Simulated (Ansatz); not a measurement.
The relaxed structure here is a generated cell of PbSe: the first start was made by placing the elements on the sites of a structure type, and the end was not matched to a known phase here, so it may be hypothetical. Known forms of PbSe include space group No. 225.

The end point of a relaxation of PbSe. Space group F-43m (No. 216), zinc blende type. All values below come from PBEsol (plane waves to 420 eV, PAW, scalar-relativistic; Ansatz, an electronic-structure program).

```cif
data_Pb4Se4
_chemical_formula_sum 'Se4 Pb4'
_space_group_name_H-M_alt 'F-43m'
_space_group_IT_number 216
_space_group_name_Hall 'F -4 2 3'
_cell_length_a 6.78440
_cell_length_b 6.78440
_cell_length_c 6.78440
_cell_angle_alpha 90.000
_cell_angle_beta 90.000
_cell_angle_gamma 90.000
loop_
_atom_site_label
_atom_site_type_symbol
_atom_site_symmetry_multiplicity
_atom_site_Wyckoff_symbol
_atom_site_fract_x
_atom_site_fract_y
_atom_site_fract_z
_atom_site_occupancy
Se1 Se 4 c 0.25000 0.25000 0.25000 1
Pb1 Pb 4 a 0.00000 0.00000 0.00000 1
```
(The calculation used a cell of 2 atoms; values per cell refer to that cell.)

For PbSe, the volume per atom comes out as 39.03 Å³ and the band gap comes out as 0.47 eV, indirect (valence top at W, conduction bottom at X) (no spin-orbit coupling). The smallest direct gap is 1.05 eV at X and the shortest distances is Pb–Se 2.94 Å. The k-mesh is 9×9×9.

Band energies at high-symmetry points (eV from the VBM; labels of this space group; no spin-orbit coupling), from −5 eV up to 4.2 eV:

```
point                          energies
-----  --------------------------------
Γ      -1.73 -1.73 -1.73 2.03 2.03 2.03
X                -3.02 -3.02 -0.58 0.47
U      -3.47 -2.81 -0.43 1.58 3.92 4.20
K      -3.47 -2.81 -0.43 1.58 3.92 4.20
L      -2.29 -2.29 -2.13 2.81 2.81 3.64
W            -3.29 -3.24 0.00 2.11 2.65
```

No spin polarisation in the result. Without spin-orbit coupling the bands of the heavy element are not split, so the gap can be far off.

The run could not lose the symmetry of its start, so the end can be a saddle point.

All atoms sit on sites fixed by symmetry, so only the cell could relax.
